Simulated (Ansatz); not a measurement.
All-electron LAPW in Ansatz 0.2.0 under PBE, scalar-relativistic, energies extrapolated to zero smearing. Slabs are 1×1 cells cut from bulk crystals relaxed on PAW files, with atoms then relaxed, 16 to 20 Å of vacuum, a dipole correction, k spacings of 0.16 to 0.26 Å⁻¹ and smearing of 0.02 to 0.1 eV, without spin–orbit coupling; Cr, Mn, Fe, Co, Ni, Eu and Gd start ferromagnetic, the others run without spin. The bulk type named needn't be the stable one, and no reconstruction is allowed.

```tsv
slab	area (Å²)	γ (J/m²)	Φ (eV)	Δd12 (%)
fcc Cu (100), 5 layers	6.59	1.49	4.47	-3.4
fcc Ni (111), 4 layers	5.36	?	5.06	-1.3
fcc Pb (110), 7 layers	17.96	?	3.73	-19.5
```

(1) What belongs in the row "fcc Pb (110), 7 layers", column "γ (J/m²)"?

(2) What belongs in the row "fcc Ni (111), 4 layers", column "γ (J/m²)"?

## Answers

(1) 0.34.

(2) 1.93.
